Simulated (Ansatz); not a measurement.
# SbAs under compression and expansion

```
Sb As
1.0
     2.01275    1.16206    3.61233
    -2.01275    1.16206    3.61233
     0.00000   -2.32412    3.61233
Sb As
1 1
Direct
  0.50000 0.50000 0.50000
  0.00000 0.00000 0.00000
```

The geometry is COD entry 9001315, unchecked; take it as a test cell.

Spin–orbit coupling is left out, though it moves levels of the heavy atoms by tenths of an eV or more.

Methods: DFT, PBEsol, all-electron LAPW, scalar-relativistic (Ansatz 0.2.0); DFT, PBEsol, PAW with Ansatz's default frozen-core files, scalar-relativistic (Ansatz 0.2.0).

For LAPW: a Γ-centred 11×11×11 k mesh, Fermi–Dirac smearing of 0.05 eV, basis error target 1 meV/atom, no spin polarisation. PAW takes a cutoff of 420 eV at this cell (files made with PBE, cores remade for this functional). The Ansatz runs share mesh, smearing and spin set-up. Plane-wave (PAW) pressures include the program's estimate of the Pulay term.

The cell above is scaled evenly, with fractional coordinates and shape held.

```json
{"V/V(cell)": "0.9400", "V (Å³/atom)": "23.826", "P, LAPW (GPa)": "0.03", "P, PAW (GPa)": "0.01", "free energy over the lowest listed, PAW (meV/atom)": "0.0"}
{"V/V(cell)": "0.9600", "V (Å³/atom)": "24.333", "P, LAPW (GPa)": "-1.49", "P, PAW (GPa)": "-1.50", "free energy over the lowest listed, PAW (meV/atom)": "2.4"}
{"V/V(cell)": "0.9800", "V (Å³/atom)": "24.840", "P, LAPW (GPa)": "-2.84", "P, PAW (GPa)": "-2.85", "free energy over the lowest listed, PAW (meV/atom)": "9.3"}
{"V/V(cell)": "0.9900", "V (Å³/atom)": "25.094", "P, LAPW (GPa)": "-3.46", "P, PAW (GPa)": "-3.47", "free energy over the lowest listed, PAW (meV/atom)": "14.3"}
{"V/V(cell)": "1.0000", "V (Å³/atom)": "25.347", "P, LAPW (GPa)": "-4.04", "P, PAW (GPa)": "-4.05", "free energy over the lowest listed, PAW (meV/atom)": "20.3"}
{"V/V(cell)": "1.0100", "V (Å³/atom)": "25.601", "P, LAPW (GPa)": "-4.59", "P, PAW (GPa)": "-4.60", "free energy over the lowest listed, PAW (meV/atom)": "27.1"}
{"V/V(cell)": "1.0200", "V (Å³/atom)": "25.854", "P, LAPW (GPa)": "-5.11", "P, PAW (GPa)": "-5.12", "free energy over the lowest listed, PAW (meV/atom)": "34.8"}
{"V/V(cell)": "1.0400", "V (Å³/atom)": "26.361", "P, LAPW (GPa)": "-6.06", "P, PAW (GPa)": "-6.07", "free energy over the lowest listed, PAW (meV/atom)": "52.6"}
{"V/V(cell)": "1.0600", "V (Å³/atom)": "26.868", "P, LAPW (GPa)": "-6.90", "P, PAW (GPa)": "-6.92", "free energy over the lowest listed, PAW (meV/atom)": "73.1"}
```

(1) What do Birch–Murnaghan fits to the pressures give?

Answers

(1) LAPW: V0 = 23.83 Å³/atom, B0 = 75 GPa, B0′ = 4.5; PAW: V0 = 23.83 Å³/atom, B0 = 75 GPa, B0′ = 4.5.
